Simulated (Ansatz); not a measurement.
MgO:
```cif
data_Mg4O4
_chemical_formula_sum 'Mg4 O4'
_space_group_name_H-M_alt 'Fm-3m'
_space_group_IT_number 225
_space_group_name_Hall '-F 4 2 3'
_cell_length_a 4.20741
_cell_length_b 4.20741
_cell_length_c 4.20741
_cell_angle_alpha 90.000
_cell_angle_beta 90.000
_cell_angle_gamma 90.000
loop_
_atom_site_label
_atom_site_type_symbol
_atom_site_symmetry_multiplicity
_atom_site_Wyckoff_symbol
_atom_site_fract_x
_atom_site_fract_y
_atom_site_fract_z
_atom_site_occupancy
Mg1 Mg 4 b 0.50000 0.50000 0.50000 1
O1 O 4 a 0.00000 0.00000 0.00000 1
```
(The calculation used a cell of 2 atoms; values per cell refer to that cell.)

Relaxed with r²SCAN. r²SCAN in the plane-wave PAW code Ansatz gives a gap of 5.68 eV.

What gap does HSE06 give on the same cell (Ansatz, PAW)?

6.52 eV, 0.84 eV more. The hybrid was solved on a coarser mesh and at special points; its gap is the smallest among all of these.

| k | v1 r²SCAN | c1 r²SCAN | v1 HSE06 | c1 HSE06 |
|---|---|---|---|---|
| Γ | 0.00 | 5.68 | 0.00 | 6.52 |
| X | -1.37 | 10.06 | ___ | ___ |
| L | -0.67 | 8.86 | ___ | ___ |
| W | -1.77 | 12.73 | ___ | ___ |
| K | -1.16 | 11.10 | ___ | ___ |

Top valence (v1) and lowest conduction level (c1) in eV from each method's valence maximum (which need not be a listed point): supply the withheld HSE06 values.


- L, v1 HSE06: -0.71
- L, c1 HSE06: 9.72
- K, v1 HSE06: -1.24
- K, c1 HSE06: 11.97
- W, v1 HSE06: -1.89
- W, c1 HSE06: 13.69
- X, v1 HSE06: -1.46
- X, c1 HSE06: 10.88

Cost on shared cores: the r²SCAN run (SCF on a 11×11×11 mesh, then bands and DOS) about 6 core-seconds (a rough figure), the HSE06 run (SCF on 8×8×8, then a few points) around 24 core-seconds (rough); the tasks are unlike.

Symmetry was held in the r²SCAN relaxation. The volume moved by -16 % from the start of the relaxation.

Potentials: the earlier of the program's two PAW sets.
